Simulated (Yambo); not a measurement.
Yambo run on Mg3ZnO4 (space group Pm-3m, No. 221). The wavefunctions come from this Quantum ESPRESSO step (PBEsol, PseudoDojo standard norm-conserving files, scalar-relativistic):

```
&CONTROL
  calculation = 'nscf'
  pseudo_dir = './pseudo'
  outdir = './out'
/
&SYSTEM
  ibrav = 0
  nat = 8
  ntyp = 3
  ecutwfc = 84.0
  ecutrho = 336.0
  occupations = 'fixed'
  force_symmorphic = .true.
  nbnd = 168
/
&ELECTRONS
  conv_thr = 8e-09
  diago_full_acc = .true.
  diago_thr_init = 1e-08
/
ATOMIC_SPECIES
O 15.9990 O.upf
Mg 24.3050 Mg.upf
Zn 65.3800 Zn.upf
CELL_PARAMETERS angstrom
  4.280080000000   0.000000000000   0.000000000000
  0.000000000000   4.280080000000   0.000000000000
  0.000000000000   0.000000000000   4.280080000000
ATOMIC_POSITIONS crystal
O   0.500000000000   0.000000000000   0.000000000000
O   0.000000000000   0.500000000000   0.000000000000
O   0.000000000000   0.000000000000   0.500000000000
O   0.500000000000   0.500000000000   0.500000000000
Mg   0.000000000000   0.500000000000   0.500000000000
Mg   0.500000000000   0.000000000000   0.500000000000
Mg   0.500000000000   0.500000000000   0.000000000000
Zn   0.000000000000   0.000000000000   0.000000000000
K_POINTS automatic
4 4 4 0 0 0
```

Yambo input:

```
rim_cut
gw0
dyson
el_el_corr
HF_and_locXC
ppa
em1d
RandQpts= 1000000
RandGvec= 1 Ry
EXXRLvcs= 84 Ry
VXCRLvcs= 336 Ry
Chimod= "HARTREE"
% BndsRnXp
 8 | 167 |
%
NGsBlkXp= 8 Ry
% LongDrXp
 1.0 | 1.0 | 1.0 |
%
PPAPntXp= 27.2114 eV
% GbndRnge
 1 | 167 |
%
GTermKind= "BG"
DysSolver= "n"
ExtendOut
% QPkrange
 1 | 1 | 37 | 38 |
 3 | 3 | 37 | 38 |
 6 | 6 | 37 | 38 |
 10 | 10 | 37 | 38 |
%
```

k points by index: 1 = Γ, 3 = X, 6 = M, 10 = R.

The o-*.qp file then holds:

```
#    K-point    Band    Eo [eV]    E [eV]    E-Eo [eV]    Vxc [eV]    Vnlxc [eV]    Sc|Eo [eV]    Sc|E [eV]    dSc/dw|Eo [eV]    Re(Z)    Im(Z)
#
    1    37    -0.996490    -2.054848    -1.058358    -19.74735    -25.18270    4.097399    4.376988    -7.187605    0.791050    -0.001313
    1    38    2.095918    2.941180    0.845262    -14.47044    -10.19450    -3.269946    -3.430679    -5.174091    0.840233    -0.871282E-3
    3    37    -1.495064    -2.734126    -1.239061    -19.76668    -25.63559    4.304357    4.629854    -7.147483    0.791973    -0.001386
    3    38    5.357704    6.572287    1.214583    -17.60376    -12.63576    -3.484419    -3.753423    -6.026280    0.818690    -0.001158
    6    37    -0.747941E-3    -1.071065    -1.070317    -24.25376    -29.82738    4.229663    4.503306    -6.956298    0.796405    -0.001141
    6    38    7.097493    8.527688    1.430195    -17.66591    -11.79319    -4.093135    -4.442529    -6.638870    0.803737    -0.010539
    10    37    0.000000    -1.068880    -1.068880    -24.25068    -29.83151    4.238571    4.511956    -6.959081    0.796341    -0.001140
    10    38    6.082277    7.101354    1.019077    -11.91806    -6.743946    -3.973873    -4.155042    -4.837781    0.849051    0.545505E-3
```
(The two width columns are left out.) Convergence of these settings isn't established.

Geometry of the Materials Project entry, not relaxed at this level.

The structure is a Materials Project entry; no match was found in the copy of COD used, and its stability was not checked.
